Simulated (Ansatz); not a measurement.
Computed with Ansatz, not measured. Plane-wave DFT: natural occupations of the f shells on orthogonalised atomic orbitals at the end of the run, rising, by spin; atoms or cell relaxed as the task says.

```
cell
1.0
     0.0000   -7.3257    0.0000
    -7.3257    0.0000    0.0000
     3.6628    3.6628   -5.2205
Gd H Y
4 16 4
Direct
  0.5000 0.5000 0.0000
  0.0000 0.5000 0.0000
  0.5000 0.0000 0.0000
  0.0000 0.0000 0.0000
  0.1270 0.8770 0.2541
  0.6270 0.8770 0.2541
  0.1270 0.3770 0.2541
  0.6270 0.3770 0.2541
  0.1230 0.8730 0.7459
  0.6230 0.8730 0.7459
  0.1230 0.3730 0.7459
  0.6230 0.3730 0.7459
  0.3730 0.1230 0.7459
  0.8730 0.1230 0.7459
  0.3730 0.6230 0.7459
  0.8730 0.6230 0.7459
  0.8770 0.6270 0.2541
  0.3770 0.6270 0.2541
  0.8770 0.1270 0.2541
  0.3770 0.1270 0.2541
  0.0000 0.0000 0.5000
  0.5000 0.0000 0.5000
  0.0000 0.5000 0.5000
  0.5000 0.5000 0.5000
```

Starting moments (μB): Gd number 1 7.46, Gd number 2 7.46, Gd number 3 7.46, Gd number 4 7.46; others 0.

| quantity | value |
| --- | --- |
| cell charge | 0 e |
| spin | collinear |
| scf start | atoms |
| lower state search | off |
| functional | PBEsol |
| wave cutoff | 420 eV |
| k mesh | 4, 4, 4 |
| k shift | 0, 0, 0 mesh steps |
| gaussian smearing | 0.05 eV |
| task | single point |

**Question.** How are the f shells occupied at the end?

**Answer.** 

```tsv
shell atom	shell element	shell spin	shell occupation 1 (e)	shell occupation 2 (e)	shell occupation 3 (e)	shell occupation 4 (e)	shell occupation 5 (e)	shell occupation 6 (e)	shell occupation 7 (e)
1	Gd	up	1	1	1	1	1	1	1
1	Gd	down	0	0	0	0.03	0.03	0.03	0.03
2	Gd	up	1	1	1	1	1	1	1
2	Gd	down	0	0	0	0.03	0.03	0.03	0.03
3	Gd	up	1	1	1	1	1	1	1
3	Gd	down	0	0	0	0.03	0.03	0.03	0.03
4	Gd	up	1	1	1	1	1	1	1
4	Gd	down	0	0	0	0.03	0.03	0.03	0.03
```

Caveats: Gd without a U keeps its half-filled shell, but its 4f levels lie too near the Fermi level; occupations loosely converged; open f or d shells may hold a state above the lowest.
